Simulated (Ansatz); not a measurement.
Data:

Ga2O3:
Space group R-3c, hexagonal axes (No. 167); a = b = 5.058 Å, c = 13.624 Å, α = β = 90.00°, γ = 120.00°

```
atom  site  symmetry       x       y       z
----  ----  --------  ------  ------  ------
Ga     12c        3.  0.0000  0.0000  0.1442
O      18e        .2  0.3031  0.3031  0.7500
```
(The calculation used a cell of 10 atoms; values per cell refer to that cell.)

This is the PBE-relaxed structure.

Problem. All from plane-wave PAW PBE (Ansatz code), unless another level is named. Predict the hole effective mass.

Solution. 0.71, 2.2, 3.6 mₑ (principal values).

Problem. What about the smallest direct gap on the standard path?

Solution. 2.64 eV.

Problem. What about the electron effective mass?

Solution. 0.21 mₑ (isotropic).

Problem. And the weight of the valence-edge state by species (Voronoi cells)?

Solution. O 95 %, Ga 5 %.

Problem. Give the weight of the conduction-edge state by species (Voronoi cells).

Solution. O 50 %, Ga 50 %.

The cell was relaxed with PBE under the symmetry of its start. Scalar-relativistic: spin–orbit coupling is off unless named, which matters more the heavier the elements.

Potentials: the earlier of the program's two PAW sets.
